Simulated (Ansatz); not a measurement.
SrSi$_{2}$ (space group P4_332)

```
SrSi2
1.0
    6.49076     0.00000     0.00000
    0.00000     6.49076     0.00000
    0.00000     0.00000     6.49076
Sr Si
4 8
Direct
  0.62500   0.37500   0.87500
  0.37500   0.87500   0.62500
  0.87500   0.62500   0.37500
  0.12500   0.12500   0.12500
  0.82696   0.82696   0.82696
  0.92304   0.07696   0.57696
  0.67304   0.17304   0.32696
  0.57696   0.92304   0.07696
  0.32696   0.67304   0.17304
  0.42304   0.42304   0.42304
  0.17304   0.32696   0.67304
  0.07696   0.57696   0.92304
```

The slice is a {100} plane (indices of the conventional cell) through the point (0.923, 0.077, 0.577) (fractional), spanned by u = [100] and v = [010] in vectors of this cell: u (6.49 Å) and v (6.49 Å, at 90° to u). It covers one period; positions are fractions (u, v).

All values below come from PBEsol (plane waves to 420 eV, PAW, scalar-relativistic; Ansatz, a quantum-chemistry and plane-wave program). k mesh 6×6×6. These are valence fields of a PAW run, semicore shells included where kept as valence: close to a nucleus they are smooth pseudo fields. At this level the bands of SrSi2 touch or barely overlap. SrSi2 was relaxed with its symmetry unable to fall.

Three fields on this plane, each scaled to ten steps between its own extremes (0 low, 9 high; the total valence density on a logarithmic scale, the potential cut 8 eV below its top; x marks points blanked near nuclei; v = 0 in the bottom row):

Map A
```
|xxx764468986322457xx|
|xxx7546xxxxx622346xx|
|x875448xxxxx83123578|
|6654349xxxxx94123456|
|4432138xxxxx93123445|
|3210026xxxxx62123344|
|32100026899631123344|
|42100012454322122344|
|42111112234432222344|
|32222233445543221234|
|22334455566664321112|
|23456677777765320001|
|2356xxx888x765320001|
|346xxxxx988765321012|
|467xxxxx887654322223|
|678xxxxx765443333445|
|x888xxx7654333334567|
|xxx887654322223467xx|
|xxx875433211123568xx|
|xxxx6433443222346xxx|
```

Map B
```
|xxx066400000478970xx|
|xxx4650xxxxx057983xx|
|x047740xxxxx03788730|
|6788730xxxxx02689876|
|7888730xxxxx03788877|
|6788740xxxxx05788776|
|56787630000047888655|
|35688865323578987543|
|34688987767899987532|
|35789998877899987533|
|56788887755689987654|
|67764345421268988766|
|8861xxx020x047888888|
|984xxxxx110147888899|
|973xxxxx133467889999|
|663xxxxx467788899887|
|x010xxx2688899998730|
|xxx133467889999973xx|
|xxx057777777899960xx|
|xxxx6765333568996xxx|
```

Map C
```
|xxx872015762002456xx|
|xxx9511xxxxx200235xx|
|x998305xxxxx60012467|
|7775107xxxxx71013456|
|4432006xxxxx60023443|
|1110002xxxxx30033321|
|00000002676200122110|
|00000000000011211000|
|00001100012454310001|
|00023322357997410000|
|00245555679999620000|
|02577777789999630000|
|2478xxx998x998520000|
|467xxxxx987776310012|
|578xxxxx986553211234|
|789xxxxx864332223456|
|x899xxx6643222235677|
|xxx986554211234578xx|
|xxx875321000134678xx|
|xxxx7410000002457xxx|
```

Question: Assign the maps to these fields: electron localisation function (ELF); valence electron density; electrostatic potential energy of an electron, from the cell's mean.

Answer: A is the valence electron density; B is the electrostatic potential energy of an electron, from the cell's mean; C is the electron localisation function (ELF).
